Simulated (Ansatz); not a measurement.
Sc:
Space group P6₃/mmc (No. 194); a = 3.291 Å, b = 3.291 Å, c = 10.503 Å, α = 90.00°, β = 90.00°, γ = 120.00°

| atom | site | symmetry | x | y | z |
|---|---|---|---|---|---|
| Sc | 2a | -3m. | 0.0000 | 0.0000 | 0.0000 |
| Sc | 2c | -6m2 | 0.3333 | 0.6667 | 0.2500 |

Relaxed at zero pressure with PBE in the plane-wave PAW code Ansatz.

Q: The volume is lowered by 6 % and shape and atoms relax at that volume. What pressure results, and how do the axes share the change?

A: 3.6 GPa; a -2.1 %, b -2.1 %, c -1.9 %; the energy rises by 16 meV/atom.

Q: Give the new structure.

A: 
Space group P6₃/mmc (No. 194); a = b = 3.2213 Å, c = 10.3018 Å, α = β = 90.00°, γ = 120.00°

```csv
atom,site,symmetry,x,y,z
Sc,2a,-3m.,0.0000,0.0000,0.0000
Sc,2c,-6m2,0.3333,0.6667,0.2500
```

The phase is kept; no other phase was compared at this pressure.

Space group P6_3/mmc (dhcp (α-La type)). The start of the workflow was typed in or built on a structure type. Its sites differ from those of the usual phase in this space group: another stacking or structure type. Symmetry was held in the PBE relaxation; whether a distortion lowers the energy is not shown. No spin polarisation was allowed. Axis ratios of metals converge slowly with the k-mesh, so a and c are less sure than the volume.

Potentials: the later of the program's two PAW sets.
